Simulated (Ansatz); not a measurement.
ZrO₂:
```cif
data_O4Zr2
_chemical_formula_sum 'Zr2 O4'
_space_group_name_H-M_alt 'P 1'
_space_group_IT_number 1
_cell_length_a 3.60134
_cell_length_b 3.60134
_cell_length_c 5.22807
_cell_angle_alpha 90.000
_cell_angle_beta 90.000
_cell_angle_gamma 90.000
loop_
_space_group_symop_operation_xyz
  'x, y, z'
loop_
_atom_site_label
_atom_site_type_symbol
_atom_site_fract_x
_atom_site_fract_y
_atom_site_fract_z
_atom_site_occupancy
Zr1 Zr 0.00000 0.00000 0.00000 1
Zr2 Zr 0.50000 0.50000 0.50000 1
O1 O 0.00000 0.50000 0.19679 1
O2 O 0.00000 0.50000 0.69679 1
O3 O 0.50000 0.00000 0.30321 1
O4 O 0.50000 0.00000 0.80321 1
```

Relaxed with r²SCAN.

Task: Tabulate the valence density and the electron localisation function along the shortest Zr–O contact (2.07 Å), r²SCAN in the plane-wave PAW code Ansatz.

Result: 

| distance from Zr (Å) | density (e/Å³) | ELF |
|---|---|---|
| 0.21 | 3.41 | 0.19 |
| 0.31 | 3.94 | 0.45 |
| 0.41 | 4.03 | 0.66 |
| 0.52 | 3.60 | 0.76 |
| 0.62 | 2.83 | 0.78 |
| 0.73 | 2.00 | 0.72 |
| 0.83 | 1.33 | 0.54 |
| 0.93 | 0.91 | 0.32 |
| 1.04 | 0.72 | 0.23 |
| 1.14 | 0.74 | 0.34 |
| 1.24 | 0.92 | 0.58 |
| 1.35 | 1.29 | 0.77 |
| 1.45 | 1.95 | 0.83 |
| 1.56 | 3.02 | 0.82 |
| 1.66 | 4.40 | 0.76 |
| 1.76 | 5.78 | 0.62 |
| 1.87 | 6.85 | 0.43 |

The density is the valence pseudo-density with augmentation charge, so density and ELF within about 1 Å of a nucleus are not all-electron values.

Space group P4_2/nmc. This is a known high-temperature phase of the composition, computed here at zero pressure and temperature. Symmetry was held in the r²SCAN relaxation; whether a distortion lowers the energy is not shown. The run is not spin-polarised.

Potentials: the later of the program's two PAW sets.
